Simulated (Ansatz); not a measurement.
A geometry of Al2O3 away from equilibrium: step 9 of the relaxation of a randomly generated symmetric cell of Al2O3 (space group No. 200). Computed with r2SCAN (plane waves to 500 eV, PAW, scalar-relativistic; Ansatz, a first-principles code). Γ-centred k-mesh 7×7×7 on the run's cell, Fermi–Dirac smearing 0.05 eV.

```xyz
10
Lattice="5.3884 0.0000 0.0000 0.0000 5.3884 0.0000 0.0000 0.0000 5.3884" Properties=species:S:1:pos:R:3:forces:R:3 pbc="T T T" free_energy=-5560.167 pressure_GPa=2.3
Al     0.0000     2.6942     2.6942    0.0000    0.0000    0.0000
Al     2.6942     0.0000     2.6942    0.0000    0.0000    0.0000
Al     2.6942     2.6942     0.0000    0.0000    0.0000    0.0000
Al     2.6942     2.6942     2.6942    0.0000    0.0000    0.0000
O      4.3342     2.6942     0.0000    0.0059    0.0000    0.0000
O      1.0542     2.6942     0.0000   -0.0059    0.0000    0.0000
O      0.0000     4.3342     2.6942    0.0000    0.0059    0.0000
O      0.0000     1.0542     2.6942    0.0000   -0.0059    0.0000
O      2.6942     0.0000     4.3342    0.0000    0.0000    0.0059
O      2.6942     0.0000     1.0542    0.0000    0.0000   -0.0059
```

Positions in Å, forces in eV/Å, free energy of the cell in eV (comparable only within this code, potentials and settings). Largest force: 0.01 eV/Å, on O5, O6, O7, O8, O9, O10 (atoms numbered as listed); the geometry lies 0.02 eV/atom above the end of its relaxation.

No spin polarisation in the result.

The run could not lose the symmetry of its start, so the end can be a saddle point.

The end of the path is a generated cell of Al2O3: the first start was made by a random draw of sites in a space group, and the end was not matched to a known phase here, so it may be hypothetical. Known forms of Al2O3 include space group No. 167.
